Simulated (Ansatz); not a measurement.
## Formation energy of ZrSi₃ in the AuCu3-type structure

Method: PBE, scalar-relativistic; no spin polarisation; PAW, 420 eV, 8×8×8 k-mesh, Gaussian smearing of 0.05 eV; code Ansatz. The datasets are Ansatz's generated set soft_2.

The cell came from substitution into a structure type; whether the compound takes it is for experiment to say.

The structure is cubic, space group Pm-3m (No. 221). The conventional cell has a = 3.990 Å, b = 3.990 Å, c = 3.990 Å, α = 90.00°, β = 90.00°, γ = 90.00°. Around Zr (site symmetry m-3m) lie 12 Si at 2.82 Å. Si (site symmetry 4/mmm) is surrounded by 4 Zr at 2.82 Å and 8 Si at 2.82 Å. (Shells end 15 % past the nearest neighbour.)

The elements were computed in their standard states with the same datasets, cutoff and functional. Total energies depend on the potentials used, so only differences within one code and one set of settings carry meaning.

Energy of the relaxed cell (4 atoms, smearing extrapolated to zero): -6091.816 eV. Elements, in eV/atom: Zr -4183.837, Si -635.810.

Q: What is the formation energy?

A: [-6091.816 − (1 × -4183.837 + 3 × -635.810)] / 4 = -0.14 eV/atom, or -13 kJ per mole of atoms.

The value is for 0 K, without zero-point energy. A negative value shows stability against the elements alone, not against other compounds or structures.
